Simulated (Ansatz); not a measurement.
## Every step of a relaxation of Si₂Mo (MoSi2 type)

DFT, LDA, PAW with Ansatz's default frozen-core files, scalar-relativistic (Ansatz 0.2.0); a Γ-centred 15×15×15 k mesh, Fermi–Dirac smearing of 0.05 eV, no spin polarisation. The run relaxes shape and atoms at held volume.

Command: `ansatz run input.yaml --threads 1 --pin off --max-ram 3072MiB --backend cpu --events-out ev --progress --plain --runs-dir out` It took 47 s on 1 thread of Arm Neoverse V1, with other jobs on the host, peak memory 0.42 GiB.

PAW: frozen-core files, cutoff 420 eV; forces are relaxed below 0.005 eV/Å.

Each step lists its free energy a cell above the last geometry, the pressure, the cell vectors (Å), and Cartesian positions (Å) with forces (eV/Å).

The first step:

```
step 1  dF = 27.06 meV  P = 82.4 GPa
  cell -1.4733 1.4733 3.6100  1.4733 -1.4733 3.6100  1.4733 1.4733 -3.6100
  Mo 0.0000 0.0000 0.0000   0.0000 0.0000 0.0000
  Si 0.0000 0.0000 2.4204   0.0000 0.0000 -0.6915
  Si 0.0000 0.0000 -2.4204   0.0000 0.0000 0.6915
```

The PAW files were made under PBE. The structure type is held throughout; the real material can change phase at far lower pressure.

The symmetry of the start is kept and no stability test is made, so the end need not be the stable phase.

Question: Where does the relaxation end, and by which steps?

Answer: After 5 geometries, with conventional a, b, c = 2.929, 2.929, 7.308 Å, at 10.448 Å³/atom and 81.0 GPa in space group I4/mmm, with a shortest distance of 2.396 Å. The further steps:
```
step 2  dF = 3.56 meV  P = 81.4 GPa
  cell -1.4657 1.4657 3.6474  1.4657 -1.4657 3.6474  1.4657 1.4657 -3.6474
  Mo 0.0000 0.0000 0.0000   0.0000 0.0000 0.0000
  Si 0.0000 0.0000 2.4347   0.0000 0.0000 -0.3368
  Si 0.0000 0.0000 -2.4347   0.0000 0.0000 0.3368
step 3  dF = 0.25 meV  P = 81.0 GPa
  cell -1.4641 1.4641 3.6553  1.4641 -1.4641 3.6553  1.4641 1.4641 -3.6553
  Mo 0.0000 0.0000 0.0000   0.0000 0.0000 0.0000
  Si 0.0000 0.0000 2.4324   0.0000 0.0000 -0.0891
  Si 0.0000 0.0000 -2.4324   0.0000 0.0000 0.0891
step 4  dF = 0.01 meV  P = 81.0 GPa
  cell -1.4646 1.4646 3.6532  1.4646 -1.4646 3.6532  1.4646 1.4646 -3.6532
  Mo 0.0000 0.0000 0.0000   0.0000 0.0000 0.0000
  Si 0.0000 0.0000 2.4284   0.0000 0.0000 0.0049
  Si 0.0000 0.0000 -2.4284   0.0000 0.0000 -0.0049
step 5  dF = 0.00 meV  P = 81.0 GPa
  cell -1.4644 1.4644 3.6540  1.4644 -1.4644 3.6540  1.4644 1.4644 -3.6540
  Mo 0.0000 0.0000 0.0000   0.0000 0.0000 0.0000
  Si 0.0000 0.0000 2.4290   0.0000 0.0000 0.0000
  Si 0.0000 0.0000 -2.4290   0.0000 0.0000 0.0000
step 6  dF = -0.02 meV  P = 81.0 GPa  (same geometry on a basis chosen anew; earlier energies don't compare to the last digit)
  cell -1.4644 1.4644 3.6540  1.4644 -1.4644 3.6540  1.4644 1.4644 -3.6540
  Mo 0.0000 0.0000 0.0000   0.0000 0.0000 0.0000
  Si 0.0000 0.0000 2.4290   0.0000 0.0000 -0.0001
  Si 0.0000 0.0000 -2.4290   0.0000 0.0000 0.0001
```
